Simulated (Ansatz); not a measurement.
Ti3Ag: stiffness from a series of strains

```xyz
4
Lattice="4.1870 0.0000 0.0000 0.0000 4.1870 0.0000 0.0000 0.0000 3.9500" Properties=species:S:1:pos:R:3 pbc="T T T"
Ti    0.0000    2.0935    1.9750
Ti    2.0935    0.0000    1.9750
Ti    2.0935    2.0935    0.0000
Ag    0.0000    0.0000    0.0000
```

Atoms are numbered in the order listed.

The cell comes from COD entry 1509562, which wasn't checked; take it as a given geometry.

Spin polarisation is left out, and whether a magnetic state lies lower isn't shown here.

The calculation used DFT, LDA, all-electron LAPW, scalar-relativistic (Ansatz 0.2.0).

The runs use a Γ-centred 9×9×9 k mesh, Fermi–Dirac smearing of 0.08 eV, basis error target 0.5 meV/atom, no spin polarisation.

The strain is applied along the Cartesian axes of the cell as listed (the other components stay zero). Fractional coordinates are held (clamped ions).

σ is the change of stress from the unstrained cell, which is at -9.89 GPa; tension is positive, so slopes are stress–strain coefficients at that pressure. In a metal the k mesh adds noise.

Only quantities that a quadratic follows smoothly over the whole series are listed; rougher ones are left out.

| εzz | σzz (GPa) | σxx (GPa) |
| --- | --- | --- |
| -0.0200 | -2.33 | -1.76 |
| 0.0000 | 0.00 | 0.00 |
| 0.0100 | 1.11 | 0.79 |
| 0.0200 | 2.19 | 1.53 |

Question: Fit the series and read off the stiffness at zero strain.

Answer: Least-squares fits y = p0 + p1 x + p2 x² to the rows give σzz (GPa): p1 = 113, p2 = -170; σxx (GPa): p1 = 82.2, p2 = -280. So C33 = 113 GPa and C13 = 82 GPa, for these axes.

Question: One run, at εzz = -0.0100, is withheld. Predict its row.

Answer: The fits give -1.15, -0.85; the run gave -1.15, -0.85.
